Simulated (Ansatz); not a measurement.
A plane-wave DFT run in Ansatz 0.2.0 (scalar-relativistic PAW potentials unless the input names others): input and command.

```yaml
crystal:
  lattice:
    - [-2.2701408869, 2.9915626275, 4.5817685893]
    - [2.2701408869, -2.9915626275, 4.5817685893]
    - [2.2701408869, 2.9915626275, -4.5817685893]
  atoms:
    - { symbol: Sr, position: [0.7003700795, 0.2003700795, 0.5] }
    - { symbol: Sr, position: [0.2996299205, 0.7996299205, 0.5] }
    - { symbol: Cd, position: [0.0, 0.0, 0.0] }
    - { symbol: Pt, position: [0.7272241827, 0.5, 0.2272241827] }
    - { symbol: Pt, position: [0.2727758173, 0.5, 0.7727758173] }
basis:
  ecutwfc: 500
kpoints:
  mp_grid: { grid: [10, 10, 10] }
hamiltonian:
  xc: r2scan
scf:
  occupations: { method: methfessel_paxton, width: 0.025 }
output:
  forces: true
  eigenvalues: true
  stress: true
accuracy: high
```

```bash
ansatz run input.yaml --threads 1 --pin off --max-ram 2560MiB --backend cpu --events-out ev --progress --plain --runs-dir out
```

Abridged log:
```
Basis set: ecut = 500 eV, 3123 PW (Γ), exchange–correlation on 250×250×250 points (125 copies of the dense FFT grid, shifted against one another)
Bands: 46, of which v1, the nominal top of the filled ones, is band 38 counted from 1 (37 counted from 0)
Symmetry: 8 space group operations
k-points: 171 of 1000
SCF iter   1: F=—  HF=-40455.986611 eV  |F-HF|=—  |Δ(HF+E_count)|=         —  Δρ=1.23e-2  dr2=3.79e-1  dr2_τ=5.78e-2  ethr=1.77e-3  ⟨swp⟩=9.1  Hψ=37053  notcnv=0  defer=18
SCF iter   2: F=—  HF=-40456.051199 eV  |F-HF|=—  |Δ(HF+E_count)|=   6.46e-2  S|Δr|=    0.00e0  Δρ=3.87e-3  dr2=3.36e-2  dr2_τ=1.12e-2  ethr=4.98e-4  ⟨swp⟩=2.9  Hψ=11990  notcnv=0  defer=393
SCF iter   3: F=—  HF=-40456.053444 eV  |F-HF|=—  |Δ(HF+E_count)|=   2.24e-3  S|Δr|=    0.00e0  Δρ=2.25e-3  dr2=1.13e-2  dr2_τ=2.54e-4  ethr=4.42e-5  ⟨swp⟩=2.9  Hψ=8988  notcnv=0  defer=393
SCF iter   4: F=—  HF=-40456.052800 eV  |F-HF|=—  |Δ(HF+E_count)|=   6.43e-4  S|Δr|=    0.00e0  Δρ=6.01e-4  dr2=5.78e-4  dr2_τ=2.21e-5  ethr=1.49e-5  ⟨swp⟩=2.9  Hψ=10965  notcnv=0  defer=222
automatic band count: iteration 4 solves 45 bands in place of 46: the levels show a gap, and the empty bands left out lie too high to hold charge; the band table lists the bands solved (type scf.n_extra_bands for more)
SCF iter   5: F=—  HF=-40456.052948 eV  |F-HF|=—  |Δ(HF+E_count)|=   1.47e-4  S|Δr|=    0.00e0  Δρ=2.35e-4  dr2=1.33e-4  dr2_τ=8.20e-6  ethr=7.60e-7  ⟨swp⟩=2.1  Hψ=10296  notcnv=0  defer=222
SCF iter   6: F=—  HF=-40456.052952 eV  |F-HF|=—  |Δ(HF+E_count)|=   3.95e-6  S|Δr|=    0.00e0  Δρ=7.16e-5  dr2=1.13e-5  dr2_τ=7.23e-7  ethr=1.75e-7  ⟨swp⟩=2.0  Hψ=9688  notcnv=0  defer=222
SCF iter   7: F=—  HF=-40456.052911 eV  |F-HF|=—  |Δ(HF+E_count)|=   4.12e-5  S|Δr|=    0.00e0  Δρ=2.87e-5  dr2=1.32e-6  dr2_τ=4.02e-8  ethr=1.49e-8  ⟨swp⟩=2.0  Hψ=10699  notcnv=0  defer=222
SCF iter   8: F=—  HF=-40456.052911 eV  |F-HF|=—  |Δ(HF+E_count)|=   3.63e-7  S|Δr|=    0.00e0  Δρ=1.63e-5  dr2=5.95e-7  dr2_τ=4.36e-8  ethr=1.74e-9  ⟨swp⟩=2.0  Hψ=13458  notcnv=0  defer=222
SCF iter   9: F=-40456.052911 eV  HF=-40456.052911 eV  |F-HF|=3.44e-8  |Δ(HF+E_count)|=   2.57e-8  S|Δr|=    0.00e0  Δρ=5.46e-6  dr2=7.44e-8  dr2_τ=1.87e-9  ethr=1.32e-10  ⟨swp⟩=10.4  Hψ=34285  notcnv=0
SCF iter  10: F=—  HF=-40456.052911 eV  |F-HF|=—  |Δ(HF+E_count)|=   1.80e-9  S|Δr|=    0.00e0  Δρ=1.03e-6  dr2=2.30e-9  dr2_τ=1.56e-10  ethr=9.79e-11  ⟨swp⟩=2.0  Hψ=11249  notcnv=0
SCF iter  11: F=—  HF=-40456.052911 eV  |F-HF|=—  |Δ(HF+E_count)|=  6.84e-10  S|Δr|=    0.00e0  Δρ=2.97e-7  dr2=1.68e-10  dr2_τ=6.31e-12  ethr=3.02e-12  ⟨swp⟩=2.0  Hψ=11549  notcnv=0
SCF iter  12: F=-40456.052911 eV  HF=-40456.052911 eV  |F-HF|=0.00e0  |Δ(HF+E_count)|=  1.02e-10  S|Δr|=    0.00e0  Δρ=1.03e-7  dr2=2.12e-11  dr2_τ=1.00e-12  ethr=1.00e-12  ⟨swp⟩=5.0  Hψ=29679  notcnv=0
SCF 1 converged in 12 iterations: F = -40456.052911 eV  dr2 = 2.12e-11
SCF converged after 12 iterations
Stability not checked: this state was not tested for a lower state beside it, because cold or Methfessel-Paxton smearing, or corrected tetrahedra, fill the levels in a way that the test cannot read (fill_not_monotonic; see scf.lower_state_search)
Free energy (F): -40456.052911 eV
Harris-Foulkes:  -40456.052911 eV  (|F-HF|=0.00e0)
Internal energy: -40456.052972 eV  (E = F + TS)
E sigma→0 (E₀):  -40456.052926 eV
Entropy (-TS):   0.000062 eV (0.012 meV/atom)
Fermi energy:    12.756876 eV
--- Forces (eV/Å), atoms counted from 1 ---
  atom   1  Sr     0.00000000     0.00000000    -0.00377022
  atom   2  Sr     0.00000000     0.00000000     0.00377022
  atom   3  Cd     0.00000000     0.00000000     0.00000000
  atom   4  Pt     0.00000000     0.00836110     0.00000000
  atom   5  Pt     0.00000000    -0.00836110     0.00000000
--- Stress (GPa, compression-positive) ---
       -0.065335       0.000000       0.000000
        0.000000       0.047233       0.000000
        0.000000       0.000000      -0.041648
  P = ⅓ Tr σ = -0.0199 GPa (-0.199 kbar)
```

Apart from outputs, empty bands and the relaxation, which only the reference makes, the input differs from a reference run on usual settings in accuracy: not typed → "high"; scf.occupations.method: "gaussian" → "methfessel_paxton"; scf.occupations.width: 0.1 → 0.025. The reference, at the same geometry, ended its own course with pressure -0.01 GPa, largest force 0.001 eV/Å, no gap on the mesh. This run converged in 12 SCF iterations with an energy at zero smearing 0.09 meV/atom below the reference's, pressure -0.02 GPa, largest force 0.008 eV/Å, no gap on the mesh.

It took 2.9 min on 1 thread of Arm Neoverse V1, on a shared host, peak memory 1.9 GiB.